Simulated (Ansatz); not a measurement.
Input and command of a plane-wave DFT calculation in Ansatz:

```yaml
crystal:
  lattice:
    - [3.8227020304, 0.0, 0.0]
    - [-1.9113510152, 3.3105570694, 0.0]
    - [0.0, 0.0, 12.52]
  atoms:
    - { symbol: Zn, position: [0.0, 0.0, 0.0] }
    - { symbol: Zn, position: [0.0, 0.0, 0.5] }
    - { symbol: Zn, position: [0.3333333333, 0.6666666667, 0.25] }
    - { symbol: Zn, position: [0.6666666667, 0.3333333333, 0.75] }
    - { symbol: S, position: [0.0, 0.0, 0.1875] }
    - { symbol: S, position: [0.0, 0.0, 0.6875] }
    - { symbol: S, position: [0.3333333333, 0.6666666667, 0.4375] }
    - { symbol: S, position: [0.6666666667, 0.3333333333, 0.9375] }
basis:
  ecutwfc: 420
kpoints:
  mp_grid: { grid: [12, 12, 4] }
hamiltonian:
  xc: pbe
scf:
  occupations: { method: gaussian, width: 0.05 }
output:
  forces: true
  stress: true
  eigenvalues: true
  write_density: true
  write_potential: true
  elf: true
  volumetric_format: npy
```

```bash
ansatz run input.yaml --threads 2 --pin off --max-ram 5120MiB --backend cpu --events-out ev --progress --plain --runs-dir out
```

Processor: Arm Neoverse V1, 2 threads, on a host shared with other jobs.

How long does it run, and how much memory does it take?

About 32 s on 2 threads of Arm Neoverse V1, on a shared host, peak memory 0.57 GiB. It solves 44 bands at 57 k points (the mesh reduced by symmetry) with about 3077 plane waves, in 7 SCF iterations.
